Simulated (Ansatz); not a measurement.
# Surface calculation: hcp Fe (11-20), 2 layers

The slab is cut from the hcp crystal, which needn't be the stable phase, as relaxed on PAW files (9.55 Å³/atom), with 16 Å of vacuum and a dipole correction:

```
CELL_PARAMETERS angstrom
4.16996 0.00000 0.00000
0.00000 3.80341 0.00000
0.00000 0.00000 17.20380
ATOMIC_POSITIONS crystal
Fe 0.08333 0.75000 0.46501
Fe 0.41667 0.25000 0.46501
Fe 0.58333 0.75000 0.53499
Fe 0.91667 0.25000 0.53499
```

All numbers are LDA results (scalar-relativistic) from Ansatz 0.2.0, with a Γ-centred 8×9×1 k mesh, Fermi–Dirac smearing of 0.05 eV, spin-polarised from start moments Fe1 2.5, Fe2 2.5, Fe3 2.5, Fe4 2.5 μB. Methods: LAPW: all electrons, basis error target 1 meV/atom; PAW: frozen-core files, cutoff 420 eV.

The bulk energy comes from a cell in the slab's orientation on a 8×9×14 mesh. The surface energy is (E(slab) − N·E(bulk))/2A at zero smearing, the mean of both faces; thin slabs carry quantum-size effects.

Other magnetic orders may lie lower. The PAW files were made under PBE. The cell is 1×1, so reconstructions are forbidden, and in slabs of four or five layers the relaxations can be far larger than at a real surface.

As cut, the LAPW slab lies 7.350 eV above 4 atoms of bulk. What surface energy is that?

Over two faces of 15.86 Å² it is 231.7 meV/Å², and times 16.02 J/m² per eV/Å² that gives γ = 3.713 J/m².

What do relaxation and the other method give, and what work function comes out?



```tsv
method	γ as cut (J/m²)	γ relaxed (J/m²)	Φ as cut (eV)	Φ relaxed (eV)
LAPW	3.713	3.592	4.52	4.46
PAW	3.712	3.591	4.52	4.46
```

How do the spacings between the planes relax?

From the bottom face up: d12 +1.6 % of 1.204 Å.

How do the moments vary through the slab?

Fe1 2.60, Fe2 2.60, Fe3 2.60, Fe4 2.60 μB in the LAPW spheres; the bulk has Fe 0.00 μB.

What changes if the images along the normal are cut off in place of the dipole correction?

LAPW then gives: no gap, work function 4.46 eV; PAW: no gap, work function 4.46 eV.
